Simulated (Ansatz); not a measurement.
# LaCuSn$_{3}$ in Ansatz, relaxation

input.yaml:

```yaml
crystal:
  lattice:
    - [0.0, 4.622303, 0.0]
    - [4.622303, 0.0, 0.0]
    - [2.311152, 2.311152, -5.75921]
  atoms:
    - { symbol: La, position: [0.1486, 0.1486, 0.7028] }
    - { symbol: Cu, position: [0.51808, 0.51808, 0.96384] }
    - { symbol: Sn, position: [0.89842, 0.39842, 0.20316] }
    - { symbol: Sn, position: [0.39842, 0.89842, 0.20316] }
    - { symbol: Sn, position: [0.7444, 0.7444, 0.5112] }
  symmetry: { tolerance: 0.0003 }
kpoints:
  mp_grid: { grid: [6, 6, 6], shift: [0, 0, 0] }
magnetization:
  spin_polarized: false
scf:
  occupations: { method: fermi_dirac, width: 0.05 }
  lower_state_search: "off"
hamiltonian:
  pseudopotentials: { kind: paw }
  xc: lda
basis:
  ecutwfc: 420
  fft_grid_basis: typed
relax:
  max_steps: 80
  cell: { p_target: 0.0 }
  f_tol: 0.03
output:
  forces: true
  stress: true
  eigenvalues: true
  bader: true
  populations: true
  elf: true
  write_potential: true
  volumetric_format: npy
  dos:
    e_range: [-12, 8]
    de: 0.05
    projected: { site_lists: { Cu: [Cu], La: [La], Sn: [Sn] } }
  write_density: true
checkpoint:
  read: saved_state
```

Launch command:

```bash
ansatz run input.yaml --threads 2 --pin off --max-ram 3584MiB --backend cpu --events-out ev --progress --plain --runs-dir out
```

Origin of the cell: a known structure type with other elements, at an estimated volume, so it need not be a known compound.

The saved state is a converged single point of the same cell.

Steps («new basis» is an SCF on plane waves selected anew at the same cell):

```tsv
step	ΔF (meV/atom)	max force component (eV/Å)	P (GPa)	volume (Å³)	SCF iterations	step was
1	0.0	1.657	-2.16	123.05	8	accepted
2	-57.8	0.534	-1.44	121.01	8	accepted
3	-64.9	0.384	0.93	117.16	8	accepted
4	-70.2	0.152	0.43	117.98	7	accepted
5	-78.8	0.125	0.32	118.88	9	accepted
6	-88.2	0.707	0.29	119.63	9	accepted
7	-92.4	0.490	-0.84	120.29	8	accepted
8	-97.6	0.476	-1.30	120.38	9	accepted
9	-98.5	0.726	1.32	116.55	8	accepted
10	-107.4	0.039	0.02	118.36	8	accepted
11	-107.4	0.007	0.02	118.34	6	accepted
12	-107.7	0.008	0.03	118.34	7	new basis
```

The starting structure.

Space group I4mm (No. 107); the run's cell has a = 4.622 Å, b = 4.622 Å, c = 6.622 Å, α = 69.57°, β = 69.57°, γ = 90.00°. Shortest distances: Cu–Sn 2.61 Å, Sn–Sn 2.91 Å, La–Sn 3.45 Å, Cu–La 3.60 Å.

The relaxed structure.

Space group I4mm (No. 107); the run's cell has a = 4.893 Å, b = 4.893 Å, c = 6.033 Å, α = 66.08°, β = 66.08°, γ = 90.00°. Shortest distances: Cu–Sn 2.48 Å, Sn–Sn 2.95 Å, Cu–La 3.28 Å, La–Sn 3.47 Å.

```yaml
crystal:
  lattice:
    - [0.00000, 4.89312, 0.00000]
    - [4.89312, 0.00000, 0.00000]
    - [2.44656, 2.44656, -4.94281]
  atoms:
    - { symbol: La, position: [0.15931, 0.15931, 0.68137] }
    - { symbol: Cu, position: [0.49081, 0.49081, 0.01837] }
    - { symbol: Sn, position: [0.90828, 0.40828, 0.18344] }
    - { symbol: Sn, position: [0.40828, 0.90828, 0.18344] }
    - { symbol: Sn, position: [0.74123, 0.74123, 0.51753] }
```

```
Free energy lowered by  : 107.7 meV/atom
Volume change           : -3.82 %
Final pressure          : 0.03 GPa
Relaxation steps listed : 12
```

Caveats: no moments, though an odd count or open d shells may carry them; no spin-orbit coupling, though heavy elements are present; the relaxation held the start's symmetry, so the end may be a saddle point.

The run took 100 s on 2 threads of Intel(R) Xeon(R) 6975P-C (Granite Rapids), with other jobs on the host, peak memory 0.56 GiB, from a saved density.
